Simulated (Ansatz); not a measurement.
HfO$_{2}$:
```xyz
12
Lattice="5.5407 0.0000 0.0000 0.0000 3.3167 0.0000 0.0000 0.0000 6.4683" Properties=species:S:1:pos:R:3 pbc="T T T"
Hf     4.1672     0.8292     0.7049
Hf     1.3734     2.4875     5.7633
Hf     4.1438     2.4875     3.9390
Hf     1.3969     0.8292     2.5292
O      5.4162     2.4875     2.2019
O      0.1245     0.8292     4.2664
O      2.8949     0.8292     5.4360
O      2.6458     2.4875     1.0323
O      4.7662     2.4875     5.9788
O      0.7745     0.8292     0.4894
O      3.5449     0.8292     2.7447
O      1.9958     2.4875     3.7236
```

Relaxed with r²SCAN. Special points in fractions of this cell's reciprocal vectors: Γ (0.000, 0.000, 0.000); X (0.500, 0.000, 0.000); S (0.500, 0.500, 0.000); Y (0.000, 0.500, 0.000); Z (0.000, 0.000, 0.500); U (0.500, 0.000, 0.500); R (0.500, 0.500, 0.500); T (0.000, 0.500, 0.500).

### Question
List the band energies nearest the valence-band maximum at these points for plane-wave PAW r²SCAN with spin–orbit coupling (Ansatz code).

### Answer
In eV from the valence-band maximum; about four levels below and three above (degenerate sets whole), none deeper than 8.9 eV; points with the same levels are listed once.

| k | below | above |
|---|---|---|
| Γ | -0.11 -0.11 0.00 0.00 | 3.92 3.92 4.91 4.91 |
| X | -0.39 -0.39 -0.39 -0.39 | 4.79 4.79 4.79 4.79 |
| S | -0.76 -0.76 -0.76 -0.76 | 6.11 6.11 6.11 6.11 |
| Y | -0.73 -0.73 -0.73 -0.73 | 5.71 5.71 5.71 5.71 |
| Z | -0.41 -0.41 -0.41 -0.41 | 4.81 4.81 4.81 4.81 |
| U | -0.48 -0.48 -0.48 -0.48 | 5.59 5.59 5.59 5.59 |
| R | -0.76 -0.76 -0.76 -0.76 | 6.35 6.35 6.35 6.35 |
| T | -0.84 -0.84 -0.84 -0.84 | 5.67 5.67 5.67 5.67 |

Space group Pnma. The first step of the workflow began from a Materials Project structure, measured or hypothetical; the Crystallography Open Database copy checked does not list it. It is not the phase usual at ambient conditions (space group No. 14, 29). Symmetry was held in the r²SCAN relaxation; of distortions, only those at the zone centre were tested. The run is not spin-polarised.

Potentials: the later of the program's two PAW sets.
